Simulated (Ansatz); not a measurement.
Sn2Ru:
```xyz
6
Lattice="-3.1900 3.1900 2.8847 3.1900 -3.1900 2.8847 3.1900 3.1900 -2.8847" Properties=species:S:1:pos:R:3 pbc="T T T"
Sn     1.0435     4.2335     0.0000
Sn     2.1465     1.0435     0.0000
Sn     2.1465    -1.0435     2.8847
Sn     1.0435     2.1465     2.8847
Ru     0.0000     0.0000     1.4424
Ru     0.0000     0.0000     4.3271
```

Relaxed with r²SCAN.

Map the valence electron density (e/Å³), cut off at 2 on the plane through (0.164, 0.336, 0.500) spanned by u = [0, 0, 1] and v = [1, -1, 0] in lattice vectors, from r²SCAN in the plane-wave PAW code Ansatz.

x is the fraction of u, y of v (the angle between them is 90°; rows are the nearest grid lines); atoms in the plane: Sn at (0.00, 0.00), Sn at (0.00, 0.67), Ru at (0.50, 0.09), Ru at (0.50, 0.59).
```
|9999621111247997421111269999|
|9997310000001111000000137999|
|9963100000000000000000013699|
|1110000000000000000000000111|
|1100000000000000000000000011|
|3321000000000000000000001233|
|9853100000000000000000013589|
|9999521000112222110001259999|
|9999521112599999952111259999|
|9963211125999999995211123699|
|3321100125999999995210011233|
|0000000012599999952100000000|
|0000000001122222211000000000|
|0000011111000000001111100000|
|0001122211100000011122211000|
|1112345532100000012355432111|
|0111234331100000011334321110|
|0000011111000000001111100000|
|0000000000111111110000000000|
|0000000001247997421000000000|
|1000000013999999993100000001|
|9963111125999999995211113699|
|9997311124999999994211137999|
|9999621111247997421111269999|
```
Scale: ten equal steps from 0.088 (start of '0') to 2.00 (end of '9'), in the order '0123456789'; x runs from 0.000 to 1.00, y from 0.000 (bottom) to 1.00 (top).

The density is the valence pseudo-density with augmentation charge, so density and ELF within about 1 Å of a nucleus are not all-electron values.

Space group I4/mcm. The workflow started from an entry of the Crystallography Open Database (COD). Its standing as an ambient phase is unchecked. The r²SCAN relaxation kept the symmetry of its start; whether a distortion lowers the energy is not shown. The run is not spin-polarised. Spin–orbit coupling is left out wherever it is not named.

Potentials: the later of the program's two PAW sets.
